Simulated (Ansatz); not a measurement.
**AlH4NF4: Field gradients at the nuclei**

The cell is a Materials Project structure (computed, not necessarily an observed phase), atoms as given.

```cif
data_AlH4NF4
_symmetry_space_group_name_H-M 'P4_2/mbc'
_symmetry_Int_Tables_number 135
_cell_length_a 5.0146
_cell_length_b 5.0146
_cell_length_c 12.6172
_cell_angle_alpha 90.000
_cell_angle_beta 90.000
_cell_angle_gamma 90.000
loop_
_atom_site_label
_atom_site_type_symbol
_atom_site_symmetry_multiplicity
_atom_site_Wyckoff_symbol
_atom_site_fract_x
_atom_site_fract_y
_atom_site_fract_z
Al Al 4 c 0.0000 0.5000 0.5000
H H 16 i 0.6688 0.4987 0.7034
N N 4 b 0.5000 0.5000 0.7500
F25 F 8 f 0.0000 0.5000 0.6408
F33 F 8 h 0.1998 0.1995 0.5000
```

One atom of each set is listed.

The numbers come from a DFT calculation in Ansatz (PBE, plane waves and PAW, scalar-relativistic, 420 eV cutoff, Γ-centred 5×5×2 k-points, Fermi–Dirac smearing 0.02 eV).

V_zz is the principal component of the electric field gradient with the largest magnitude, η = (V_xx − V_yy)/V_zz and C_Q = eQV_zz/h.

²⁷Al: I = 5/2, Q = 146.6 mb; 2H: I = 1, Q = 2.858 mb; 14N: I = 1, Q = 20.44 mb. Quadrupole moments are those of Pyykkö's year-2017 table.

| site | atoms | first shell | V_xx, V_yy, V_zz (10²¹ V/m²) | η | C_Q (MHz) |
| --- | --- | --- | --- | --- | --- |
| Al | 4 | 6 F at 1.78–1.81 Å | 0.92, 0.99, -1.91 | 0.03 | -6.76 |
| H | 16 | 1 N at 1.03 Å; also 1 F at 1.84 Å | -1.41, -1.46, 2.87 | 0.02 | 0.198 |
| N | 4 | 4 H at 1.03 Å | 0.013, 0.013, -0.026 | 0.00 | -0.013 |
| F25 | 8 | 1 Al at 1.78 Å; also 4 H at 1.84–2.57 Å | -0.69, -4.82, 5.51 | 0.75 | – |
| F33 | 8 | 2 Al at 1.81 Å, angle 157° | -5.28, -6.05, 11.33 | 0.07 | – |

An axis of threefold or higher order runs through N, so V_zz lies along it and η is zero. At H V_zz points along its bond to N (within 1°). At F25 V_zz points along its bond to Al (within 1°). At F33 V_zz points along the line of its two bonds (within 1°).

F has no stable isotope with a ground-state quadrupole moment in the table, so no C_Q is given.

At this cell the PBE pressure is 6 GPa, so with PBE the cell would grow if it were relaxed. The entry's cell may itself be off. The largest force is 0.3 eV/Å, so the atoms aren't at the calculated equilibrium and relaxing them would move these values. The lattice is static: at room temperature ammonium may turn and average the couplings of its hydrogen.

The run took 59 s of wall time (59 s of CPU time) and 0.76 GiB at its peak, on 1 thread of Arm Neoverse V1 (aarch64; 8 cores open to the job, memory cap 2.5 GiB, no GPU), a shared host with a load of 0.6 a core.
